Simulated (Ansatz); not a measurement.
Relaxed-ion elastic tensor of SiGe in space group Pmma (No. 51; Si on 2e, Si on 2f, Ge on 2e, Ge on 2f) in GPa (Voigt order), PBEsol in the plane-wave PAW code Ansatz; density 3.92 g/cm³, 21.33 Å³ per atom.

```tsv
	1	2	3	4	5	6
1	164	26.9	53.0	0.0	0.0	0.0
2	26.9	164	52.9	0.0	0.0	0.0
3	53.0	52.9	136	0.0	0.0	0.0
4	0.0	0.0	0.0	67.6	0.0	0.0
5	0.0	0.0	0.0	0.0	67.5	0.0
6	0.0	0.0	0.0	0.0	0.0	41.9
```

**Question.** Is the crystal mechanically stable?

**Answer.** Yes: the smallest eigenvalue of C is 41.9 GPa.

**Question.** Work out the Voigt, Reuss and Hill averages.

**Answer.** K_V = 81.1, K_R = 81.1, K_H = 81.1; G_V = 57.5, G_R = 54.4, G_H = 56.0 GPa.

**Question.** Give Young's modulus, Poisson's ratio, Pugh's ratio and the universal anisotropy index.

**Answer.** E = 9KG/(3K + G) = 137 GPa; ν = 0.22; K/G = 1.45 (brittle by the Pugh limit of 1.75); A_U = 5G_V/G_R + K_V/K_R − 6 = 0.28.

**Question.** Estimate the sound speeds and the Debye temperature.

**Answer.** v_l = √((K + 4G/3)/ρ) = 6300 m/s, v_t = √(G/ρ) = 3780 m/s, mean 4180 m/s; Θ = (h/k)(3n/4πV)^(1/3) v_m = 449 K.

**Question.** How much does each axis shrink under pressure?

**Answer.** Linear compressibilities β_i = Σ_j S_ij (j = 1 to 3): x 4.1, y 4.1, z 4.2 per TPa.

The start of the workflow was typed in or built on a structure type; neither database checked (COD, Materials Project) lists it. Whether it is the stable phase at ambient conditions was not checked. The cell was relaxed with PBEsol under the symmetry of its start; of distortions, only those at the zone centre were tested.

Potentials: the later of the program's two PAW sets.
